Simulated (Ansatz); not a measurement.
TaTe (CsCl type, Pm-3m) under volume change, DFT-PBEsol in the program Ansatz with PAW potentials, scaled uniformly.

```csv
V (Å³/atom),E − E(relaxed) (meV/atom),P (GPa)
17.529,93.6,18.87
18.107,39.2,11.50
18.685,9.2,5.26
19.262,0.0,0.00
19.840,8.2,-4.44
20.418,31.2,-8.18
20.996,66.5,-11.32
```

Problem. What does a third-order Birch–Murnaghan fit give for V₀, B₀ and B′?

Solution. V₀ = 19.26 Å³/atom, B₀ = 161 GPa, B′ = 4.6.

The start of the workflow was typed in or built on a structure type; neither database checked (COD, Materials Project) lists it. Whether it is the stable phase at ambient conditions was not checked. The cell was relaxed with PBEsol under the symmetry of its start; of distortions, only those at the zone centre were tested. The run is not spin-polarised. Scalar-relativistic: spin–orbit coupling is off unless named, which matters more the heavier the elements.

Potentials: the earlier of the program's two PAW sets.
